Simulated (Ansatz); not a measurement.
**La3Ir, one structure, two calculations**

Cell: a Materials Project structure (computed, not necessarily an observed phase).

Space group Pnma (No. 62); a = 7.3900, b = 10.2425, c = 6.7258 Å.

```
site  Wyckoff  site symmetry       x       y       z
 La1       8d              1  0.6596  0.0687  0.3245
 La9       4c            .m.  0.5488  0.2500  0.8525
  Ir       4c            .m.  0.8751  0.2500  0.0654
```

One atom of each set is listed.

First run. Computed with Ansatz: DFT, PBE, plane waves and PAW, scalar-relativistic, 420 eV cutoff, Γ-centred 4×3×5 k-points, Fermi–Dirac smearing 0.05 eV.

| site | V_zz (10²¹ V/m²) | η |
| --- | --- | --- |
| La1 | -4.79 | 0.76 |
| La9 | -9.29 | 0.83 |
| Ir | 21.3 | 0.14 |

Second run. The same atoms and settings, except that the functional is r2SCAN, the cutoff is 500 eV and the mesh is 5×4×5.

**Question.** Given the first result, estimate the second.

**Answer.** 

```csv
site,V_zz,η,change of V_zz
La1,-4.92,0.53,-0.13
La9,-8.93,0.89,+0.36
Ir,25.5,0.19,+4.23
```

The largest change of V_zz is on Ir, from 21.3 to 25.5. In per cent, |V_zz| changes by -4 to +3 on La, +20 on Ir (all sites that start above 2). Where |V_zz| stays above 0.1, η moves most on La1, from 0.76 to 0.53.

Spin–orbit coupling is left out, which shifts gradients on Ir by a few per cent in wide-gap crystals, and can shift them far more where the calculated gap is small or absent, as here.
